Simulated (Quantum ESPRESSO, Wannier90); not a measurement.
# Wannier functions of Sn2SeS (Pmc2₁)

```
CELL_PARAMETERS angstrom
      4.03850     0.00000     0.00000
      0.00000     4.65176     0.00000
      0.00000     0.00000    11.48963
ATOMIC_POSITIONS crystal
  Sn 0.00000 0.10539 0.61744
  Sn 0.00000 0.89461 0.11744
  Sn 0.50000 0.35857 0.37707
  Sn 0.50000 0.64143 0.87707
  Se 0.00000 0.75679 0.35275
  Se 0.00000 0.24321 0.85275
  S  0.50000 0.74453 0.65274
  S  0.50000 0.25547 0.15274
```

Materials Project entry mp-1218960; symmetrised, unrelaxed at this level. Not found in the COD (Crystallography Open Database) copy used; not checked further. Computed values, not measurements, from PBEsol: Quantum ESPRESSO (norm-conserving PseudoDojo potentials, cutoff 69 Ry, no spin polarisation, no spin-orbit coupling) on a Γ-centred 6×6×4 mesh, then Wannier90. Density: 8×8×4 mesh, Gaussian smearing 0.01 Ry. The cell is built of weakly bound layers, chains or molecules, whose nearest atoms lie 3.45 Å apart. Database cells relaxed without dispersion often hold them too far apart, which can enlarge gaps and weakens couplings between them; spacing and stacking were not compared with the measured crystal. Spin-orbit coupling is left out although heavy elements are present.

postw90 (berry_task = kubo; independent particles, width 0.1 eV, no gap correction, excitons or local fields) prints σ_xx for one spin direction:

| ħω (eV) | Re σ (S/cm) | Im σ (S/cm) |
|---|---|---|
| 0.10 | 0 | -96 |
| 1.65 | 726 | -2440 |
| 2.30 | 4230 | -1700 |

### Question
Work out the dielectric function, refractive index, reflectivity and absorption coefficient at these energies.

### Answer
ε = 1 + iσ/(ε0 ω), so ε₂ = Re σ/(ε0 ω) and ε₁ = 1 − Im σ/(ε0 ω); ε0 ω = 134.5 S/cm × ħω in eV, and σ is doubled for both spins.
- 0.10 eV: ε₁ = 15.3, ε₂ = 0.0; n + ik = √ε = 3.91 + 0.00i; R = 35 %
- 1.65 eV: ε₁ = 23.0, ε₂ = 6.5; n + ik = √ε = 4.84 + 0.68i; R = 44 %; α = 2ωk/c = 110000 cm⁻¹
- 2.30 eV: ε₁ = 12.0, ε₂ = 27.3; n + ik = √ε = 4.57 + 2.99i; R = 54 %; α = 2ωk/c = 700000 cm⁻¹
The model holds its own bands alone, so ε₁ lacks the part of higher transitions, and near sharp peaks it hangs on the broadening.
